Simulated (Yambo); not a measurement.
# CaHCl: sweep of GW parameters

G0W0@PBEsol for CaHCl (space group P4/nmm, No. 129) in Yambo. Reference settings: 4×4×2 Γ-centred k mesh, 185 bands and a 8 Ry block in the screening, 185 bands in G with the Bruneval-Gonze terminator, plasmon pole fitted at 27.2 eV. The PBEsol gap Z → Z on this mesh is 3.63 eV; G0W0 gaps are taken between the same points.

| change from the reference | G0W0 gap Z → Z (eV) | shift of the valence edge (eV) | rough Yambo cost |
|---|---|---|---|
| reference settings | 6.05 | -1.14 | 1 |
| 84 bands in W | 6.03 | -0.96 | within a factor of two |
| 3 Ry block | 5.85 | -0.90 | within a factor of two |
| no random integration | 5.99 | -0.97 | – |

The reference isn't shown to be the converged limit. Costs are rough (shared machines), scaled to the same edge states, and given only for runs that recompute the screening.

Geometry of the Materials Project entry, not relaxed at this level; primitive cell a = 3.8167 Å, b = 3.8167 Å, c = 6.9028 Å, α = 90.00°, β = 90.00°, γ = 90.00°.

A shift is the quasiparticle energy of the state minus its PBEsol energy.
